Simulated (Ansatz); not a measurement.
The cell below belongs to a search over invented structures; it isn't taken from experiment.

Input and command of a plane-wave DFT calculation in Ansatz:

```yaml
crystal:
  lattice:
    - [5.19167696, 0.0, 0.0]
    - [-2.59583848, 4.49612414, 0.0]
    - [0.0, 0.0, 9.33606445]
  atoms:
    - { symbol: Sc, position: [0.33333333, 0.66666667, 0.5] }
    - { symbol: Sc, position: [0.33333333, 0.66666667, 0.0] }
    - { symbol: As, position: [0.0, 0.0, 0.0] }
    - { symbol: As, position: [0.66666667, 0.33333333, 0.2834047] }
    - { symbol: As, position: [0.66666667, 0.33333333, 0.7165953] }
    - { symbol: Se, position: [0.66666667, 0.33333333, 0.5] }
    - { symbol: Se, position: [0.33333333, 0.66666667, 0.72709682] }
    - { symbol: Se, position: [0.33333333, 0.66666667, 0.27290318] }
basis:
  ecutwfc: 420
kpoints:
  mp_grid: { grid: [4, 4, 2] }
hamiltonian:
  xc: pbe
scf:
  occupations: { method: gaussian, width: 0.2 }
  lower_state_search: "off"
output:
  forces: true
  stress: true
  eigenvalues: true
relax:
  adjacent_minimum: "off"
  f_tol: 0.08
  max_steps: 16
  cell: { stress_tol: 0.8 }
```

```bash
ansatz run input.yaml --threads 1 --pin off --max-ram 2560MiB --backend cpu --events-out ev --progress --plain --runs-dir out
```

Processor: Intel(R) Xeon(R) 6975P-C (Granite Rapids), 1 thread, on a host shared with other jobs.

Task: Estimate time, memory and problem size.

Result: About 63 s, peak memory 0.56 GiB. It solves 69 bands at 8 k points (after reduction by symmetry) with about 3907 plane waves (on the last cell), in 81 SCF iterations over 11 ionic steps.
